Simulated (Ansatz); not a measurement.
ReW:
```xyz
2
Lattice="2.8288 0.0000 0.0000 0.0000 2.8288 0.0000 0.0000 0.0000 3.9171" Properties=species:S:1:pos:R:3 pbc="T T T"
W      1.4144     1.4144     1.9586
Re     0.0000     0.0000     0.0000
```

Relaxed with PBE. Special points in fractions of this cell's reciprocal vectors: Γ (0.000, 0.000, 0.000); X (0.000, 0.500, 0.000); M (0.500, 0.500, 0.000); Z (0.000, 0.000, 0.500); R (0.000, 0.500, 0.500); A (0.500, 0.500, 0.500).

**Question.** List the band energies nearest the Fermi level at these points for PBE in the plane-wave PAW code Ansatz.

**Answer.** In eV from the Fermi level; about four levels below and three above (degenerate sets whole), none deeper than 8.9 eV; points with the same levels are listed once.

| k | below | above |
|---|---|---|
| Γ | -5.13 -1.26 -1.26 -0.90 | 1.64 2.20 3.27 |
| X | -2.61 -2.25 -2.07 -0.17 | 0.74 1.06 2.23 |
| M | -6.02 -6.00 -5.07 -5.07 | 2.84 2.84 4.07 |
| Z | -3.70 -3.12 -0.80 -0.01 | 0.49 0.49 1.46 1.46 |
| R | -1.60 -1.48 -1.47 -0.87 | 0.43 0.59 3.93 |
| A | -2.70 -2.70 -2.31 -2.31 | 0.41 1.44 4.29 |

Space group P4/mmm (L1₀ or tetragonal B2). A made-up cell: these elements were put on the sites of a structure type; neither database checked (COD, Materials Project) lists it. Its standing as an ambient phase is unchecked. Symmetry was held in the PBE relaxation; its stability against distortions is not shown here. No spin polarisation was allowed. Spin–orbit coupling is left out wherever it is not named.

Potentials: the earlier of the program's two PAW sets.
